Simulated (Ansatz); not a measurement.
This run works on a generated trial structure, not on a known crystal.

Input and command of a plane-wave DFT calculation in Ansatz:

```yaml
crystal:
  lattice:
    - [3.7010279101, 0.0, 0.0]
    - [-1.850513955, 3.2051841903, 0.0]
    - [0.0, 0.0, 12.2172477444]
  atoms:
    - { symbol: Li, position: [0.0, 0.0, 0.0] }
    - { symbol: Pr, position: [0.3333333333, 0.6666666667, 0.2624275739] }
    - { symbol: Pr, position: [0.6666666667, 0.3333333333, 0.7375724261] }
    - { symbol: Pr, position: [0.0, 0.0, 0.5] }
    - { symbol: "N", position: [0.3333333333, 0.6666666667, 0.6329563028] }
    - { symbol: "N", position: [0.6666666667, 0.3333333333, 0.3670436972] }
basis:
  ecutwfc: 660
kpoints:
  mp_grid: { grid: [12, 12, 4] }
hamiltonian:
  xc: pbe
  pseudopotentials:
    kind: paw
    azcp: { Pr: "pseudopotentials/pbe/nc/lanthanide_3plus/Pr.nc.azcp" }
scf:
  occupations: { method: gaussian, width: 0.1 }
output:
  forces: true
  stress: true
  eigenvalues: true
relax:
  adjacent_minimum: "off"
  f_tol: 0.01
  max_steps: 30
  cell: { stress_tol: 0.1, fix: [volume] }
```

```bash
ansatz run input.yaml --threads 1 --pin off --max-ram 2816MiB --backend cpu --events-out ev --progress --plain --runs-dir out
```

Processor: Intel(R) Xeon(R) Platinum 8175M CPU @ 2.50GHz (Skylake/Cascade Lake), 1 thread, on a host shared with other jobs.

**Question.** How long does it run, and how much memory does it take?

**Answer.** About 4.8 min, peak memory 0.77 GiB. It solves 29 bands at 69 k points (after reduction by symmetry) with about 5613 plane waves, in 50 SCF iterations over 7 ionic steps.

With its 4f electrons in the core of a norm-conserving potential, the lanthanide is trivalent by construction, without f bands, f moments or other valences.
